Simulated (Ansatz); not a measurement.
**Calculated with Ansatz: CaSb₄Pd, relaxation**

Launch command:

```bash
ansatz run input.yaml --threads 2 --pin off --max-ram 2560MiB --backend cpu --events-out ev --progress --plain --runs-dir out
```

The input file (Ansatz 0.2.0, plane waves):

```yaml
crystal:
  lattice:
    - [0.0, 6.634722, 0.0]
    - [6.634722, 0.0, 0.0]
    - [3.317361, 3.317361, -6.366964]
  atoms:
    - { symbol: Ca, position: [0.25, 0.25, 0.5] }
    - { symbol: Ca, position: [0.75, 0.75, 0.5] }
    - { symbol: Pd, position: [0.5, 0.0, 0.0] }
    - { symbol: Pd, position: [0.0, 0.5, 0.0] }
    - { symbol: Sb, position: [0.8038, 0.3038, 0.7438] }
    - { symbol: Sb, position: [0.3038, 0.4524, 0.7438] }
    - { symbol: Sb, position: [0.4524, 0.9524, 0.7438] }
    - { symbol: Sb, position: [0.9524, 0.8038, 0.7438] }
    - { symbol: Sb, position: [0.6962, 0.5476, 0.2562] }
    - { symbol: Sb, position: [0.1962, 0.6962, 0.2562] }
    - { symbol: Sb, position: [0.0476, 0.1962, 0.2562] }
    - { symbol: Sb, position: [0.5476, 0.0476, 0.2562] }
  symmetry: { tolerance: 0.0003 }
kpoints:
  mp_grid: { grid: [5, 5, 5], shift: [0, 0, 0] }
magnetization:
  spin_polarized: false
scf:
  occupations: { method: fermi_dirac, width: 0.0576 }
  lower_state_search: "off"
hamiltonian:
  pseudopotentials: { kind: paw }
  xc: r2scan
basis:
  ecutwfc: 500
  fft_grid_basis: typed
relax:
  max_steps: 60
  cell: { p_target: 0.0 }
  f_tol: 0.03
output:
  forces: true
  stress: true
  eigenvalues: true
  bader: true
  populations: true
  elf: true
  write_potential: true
  volumetric_format: npy
  dos:
    e_range: [-12, 8]
    de: 0.05
    projected: { site_lists: { Ca: [Ca], Pd: [Pd], Sb: [Sb] } }
checkpoint:
  read: saved_state
```

Origin of the cell: a known structure type with other elements, at an estimated volume, so it need not be a known compound.

The saved state is a converged single point of the same cell.

Excerpt of the output:

```
SCF iter   1: F=-69602.716559 eV  HF=-69602.714247 eV  Δρ=1.61e-3  dr2=9.85e-3  dr2_τ=1.17e-3
SCF iter   2: F=-69602.720029 eV  HF=-69602.722630 eV  Δρ=8.09e-4  dr2=3.05e-3  dr2_τ=3.10e-4  defer=16
SCF iter   3: F=-69602.722081 eV  HF=-69602.722242 eV  Δρ=2.33e-4  dr2=2.41e-4  dr2_τ=1.64e-5  defer=16
SCF iter   4: F=-69602.722236 eV  HF=-69602.722237 eV  Δρ=5.86e-5  dr2=1.04e-5  dr2_τ=6.71e-7  defer=16
SCF iter   5: F=-69602.722268 eV  HF=-69602.722269 eV  Δρ=2.12e-5  dr2=1.95e-6  dr2_τ=1.28e-7  defer=16
SCF iter   6: F=-69602.722269 eV  HF=-69602.722269 eV  Δρ=4.81e-6  dr2=4.38e-8  dr2_τ=6.57e-9
relax step   1: F+E_penalty+E_count = -69602.722269 eV  Δ(F+E_penalty+E_count) = +0.000e0 eV  max|allowed force component| = 1.660e0 eV/Å  Δτ_max = 0.0000 Å  P = +25.763 GPa  Ω = 280.271 Å³ […]
relax step   2: F+E_penalty+E_count = -69607.002786 eV  Δ(F+E_penalty+E_count) = -4.281e0 eV  max|allowed force component| = 4.796e-1 eV/Å  Δτ_max = 0.0579 Å  P = +9.705 GPa  Ω = 311.763 Å³ […]
relax step   3: F+E_penalty+E_count = -69608.498362 eV  Δ(F+E_penalty+E_count) = -1.496e0 eV  max|allowed force component| = 4.384e-1 eV/Å  Δτ_max = 0.0919 Å  P = +3.833 GPa  Ω = 331.804 Å³ […]
relax step   4: F+E_penalty+E_count = -69609.911220 eV  Δ(F+E_penalty+E_count) = -1.413e0 eV  max|allowed force component| = 4.980e-1 eV/Å  Δτ_max = 0.1981 Å  P = +0.706 GPa  Ω = 341.959 Å³ […]
relax step   5: F+E_penalty+E_count = -69611.023419 eV  Δ(F+E_penalty+E_count) = -1.112e0 eV  max|allowed force component| = 5.050e-1 eV/Å  Δτ_max = 0.1962 Å  P = +0.181 GPa  Ω = 341.641 Å³ […]
relax step   6: F+E_penalty+E_count = -69611.704904 eV  Δ(F+E_penalty+E_count) = -6.815e-1 eV  max|allowed force component| = 6.212e-1 eV/Å  Δτ_max = 0.1982 Å  P = +1.131 GPa  Ω = 336.820 Å³ […]
relax step   7: F+E_penalty+E_count = -69612.092857 eV  Δ(F+E_penalty+E_count) = -3.880e-1 eV  max|allowed force component| = 1.989e-2 eV/Å  Δτ_max = 0.1203 Å  P = -0.059 GPa  Ω = 334.214 Å³ […]
relax step   8: F+E_penalty+E_count = -69612.127235 eV  Δ(F+E_penalty+E_count) = -3.438e-2 eV  max|allowed force component| = 4.794e-2 eV/Å  Δτ_max = 0.0161 Å  P = +0.836 GPa  Ω = 329.554 Å³ […]
relax step   9: F+E_penalty+E_count = -69612.139565 eV  Δ(F+E_penalty+E_count) = -1.233e-2 eV  max|allowed force component| = 4.170e-2 eV/Å  Δτ_max = 0.0216 Å  P = +0.306 GPa  Ω = 331.409 Å³ […]
relax step  10: F+E_penalty+E_count = -69612.143223 eV  Δ(F+E_penalty+E_count) = -3.658e-3 eV  max|allowed force component| = 2.383e-2 eV/Å  Δτ_max = 0.0126 Å  P = -0.090 GPa  Ω = 334.325 Å³ […]
relax step  11: F+E_penalty+E_count = -69612.144092 eV  Δ(F+E_penalty+E_count) = -8.684e-4 eV  max|allowed force component| = 4.294e-4 eV/Å  Δτ_max = 0.0039 Å  P = -0.007 GPa  Ω = 333.573 Å³ […]
relax step  12: F+E_penalty+E_count = -69612.190109 eV  Δ(F+E_penalty+E_count) = -4.602e-2 eV  max|allowed force component| = 2.126e-3 eV/Å  Δτ_max = 0.0000 Å  P = +0.170 GPa  Ω = 333.573 Å³  stress off target by 5.14e-1 GPa […]
relax step  13: F+E_penalty+E_count = -69612.195116 eV  Δ(F+E_penalty+E_count) = -5.007e-3 eV  max|allowed force component| = 8.092e-4 eV/Å  Δτ_max = 0.0009 Å  P = +0.040 GPa  Ω = 334.505 Å³ […]
relax step  14: F+E_penalty+E_count = -69612.195884 eV  Δ(F+E_penalty+E_count) = -7.681e-4 eV  max|allowed force component| = 9.084e-4 eV/Å  Δτ_max = 0.0003 Å  P = +0.003 GPa  Ω = 334.826 Å³ […]
relax step  15: F+E_penalty+E_count = -69612.196194 eV  Δ(F+E_penalty+E_count) = -3.105e-4 eV  max|allowed force component| = 9.282e-4 eV/Å  Δτ_max = 0.0000 Å  P = +0.003 GPa  Ω = 334.826 Å³  stress off target by 2.59e-2 GPa […]
SCF 15 converged in 5 iterations: F = -69612.196194 eV  dr2 = 3.69e-11
basis re-selected at this cell: Δ(F+E_penalty+E_count) = -3.105e-4 eV, ΔP = +0.000 GPa vs the last step (what re-selecting the basis moved, of the pressure what is left beyond the Pulay corre […]
SCF converged after 5 iterations
Free energy (F): -69612.196194 eV
Harris-Foulkes:  -69612.196194 eV  (|F-HF|=4.37e-11)
Internal energy: -69612.139702 eV  (E = F + TS)
E sigma→0 (E₀):  -69612.167948 eV
Entropy (-TS):   -0.056493 eV (-4.708 meV/atom)
Fermi energy:    10.293335 eV
--- Per-component energies (eV) ---
  E_band       = -2330.430247
  E_kinetic    = 3237.933928
  E_local      = -22695.603439  (includes V_loc(G=0)·N_el)
  E_nonlocal   = 3467.349892
  E_hartree    = 10049.968456
  E_xc         = -1612.730801
  E_vxc        = -1676.729161  (∫ρ·V_xc dr)
  E_paw        = -46090.324232  (= ΣΔE_a)
  E_vpaw       = -4877.337738  (= ΣTr[D̂ρ^β])
  E_aug_tail   = 0.000204  (compensation charges beyond the density's cutoff)
  E_vtau       = 114.019092  (kinetic-family band-sum trace: ∫τ·v_τ [+ j·A + Jᵃ·Aᵃ] dr)
  E_ewald      = -15971.436502
  E_core_change = 2.702792  (= ΣΔE_core)
  E_smearing   = -0.056493  (= −TS)
  Σ components = -69612.196194   (vs F -69612.196194, Δ=0.00e0)
--- Forces (eV/Å), atoms counted from 1 ---
  atom   1  Ca     0.000000     0.000000    -0.000000
  atom   2  Ca     0.000000     0.000000     0.000000
  atom   3  Pd     0.000000     0.000000     0.000000
  atom   4  Pd     0.000000    -0.000000     0.000000
  atom   5  Sb    -0.000024    -0.000024     0.000928
  atom   6  Sb     0.000024    -0.000024     0.000928
  atom   7  Sb     0.000024     0.000024     0.000928
  atom   8  Sb    -0.000024     0.000024     0.000928
  atom   9  Sb    -0.000024     0.000024    -0.000928
  atom  10  Sb     0.000024     0.000024    -0.000928
  atom  11  Sb     0.000024    -0.000024    -0.000928
  atom  12  Sb    -0.000024    -0.000024    -0.000928
  max |Σ_I F_I| component: 3.47e-18 eV/Å
--- Stress (GPa, compression-positive) ---
       -0.007983       0.000000       0.000000
        0.000000      -0.007983       0.000000
        0.000000       0.000000       0.025851
  P = ⅓ Tr σ = 0.0033 GPa (0.033 kbar)
--- Relaxed structure (13 steps of the walk, 13 accepted, 2 SCFs on fresh bases) ---
  F+E_penalty+E_count = -69612.196194 eV   max|allowed force component| = 9.282e-4 eV/Å   (the final SCF, on the basis selected at the relaxed cell)
  cell:  # Å, volume = 334.8263 Å³
    - [0.0, 6.438895, 0.0]
    - [6.438895, 0.0, 0.0]
    - [3.219448, 3.219448, -8.076011]
  atoms:
    - { symbol: Ca, position: [0.250000, 0.250000, 0.500000] }
    - { symbol: Ca, position: [0.750000, 0.750000, 0.500000] }
    - { symbol: Pd, position: [0.500000, -8.435e-19, 2.483e-19] }
    - { symbol: Pd, position: [5.294e-19, 0.500000, 2.483e-19] }
    - { symbol: Sb, position: [0.853598, 0.353598, 0.792808] }
    - { symbol: Sb, position: [0.353598, 0.353594, 0.792808] }
    - { symbol: Sb, position: [0.353594, 0.853594, 0.792808] }
    - { symbol: Sb, position: [0.853594, 0.853598, 0.792808] }
    - { symbol: Sb, position: [0.646402, 0.646406, 0.207192] }
    - { symbol: Sb, position: [0.146402, 0.646402, 0.207192] }
    - { symbol: Sb, position: [0.146406, 0.146402, 0.207192] }
    - { symbol: Sb, position: [0.646406, 0.146406, 0.207192] }
--- Löwdin populations: 12 sites ---
  site symbol       q [e]
     0     Ca      8.4466
     1     Ca      8.4466
     2     Pd     17.3159
     3     Pd     17.3159
     4     Sb     15.3934
     5     Sb     15.3934
     6     Sb     15.3934
     7     Sb     15.3934
     8     Sb     15.3934
     9     Sb     15.3934
    10     Sb     15.3934
    11     Sb     15.3934
  spilling = 0.007546 (of n_electrons = 176.000000)
--- Bader charges: 12 sites ---
  site symbol  charge [e]  shift [e]
     0     Ca      1.3899     0.0000
     1     Ca      1.3899     0.0000
     2     Pd     -0.4217     0.0000
     3     Pd     -0.4217     0.0000
     4     Sb     -0.2421     0.0000
     5     Sb     -0.2421     0.0000
     6     Sb     -0.2421     0.0000
     7     Sb     -0.2421     0.0000
     8     Sb     -0.2421     0.0000
     9     Sb     -0.2421     0.0000
    10     Sb     -0.2421     0.0000
    11     Sb     -0.2421     0.0000
  estimated error of the sums over rays = 4.5e-4 e
```

Before:

Space group I4/mcm (No. 140); the run's cell has a = 6.635 Å, b = 6.635 Å, c = 7.909 Å, α = 65.20°, β = 65.20°, γ = 90.00°. Shortest distances: Pd–Sb 2.32 Å, Ca–Sb 2.90 Å, Sb–Sb 3.26 Å.

The relaxed structure.

Space group P4/mmm (No. 123); the run's cell has a = 6.439 Å, b = 6.439 Å, c = 9.271 Å, α = 69.68°, β = 69.68°, γ = 90.00°. Shortest distances: Pd–Sb 2.83 Å, Sb–Sb 3.22 Å, Ca–Sb 3.28 Å.

- Free energy lowered by: 789.5 meV/atom
- Volume change: 19.47 %
- Final pressure: 0.00 GPa
- Relaxation steps listed: 15
- Formation energy (elements under the same functional, gases as molecules, uncorrected): -0.360 eV/atom

Caveats: no dispersion correction, so spacings can come out too large where layers or molecules are weakly bound; no spin-orbit coupling, though heavy elements are present; the relaxation held the start's symmetry, so the end may be a saddle point.

Time: 12 min on 2 threads of Arm Neoverse V1, on a shared host, peak memory 1.7 GiB, from a saved density.
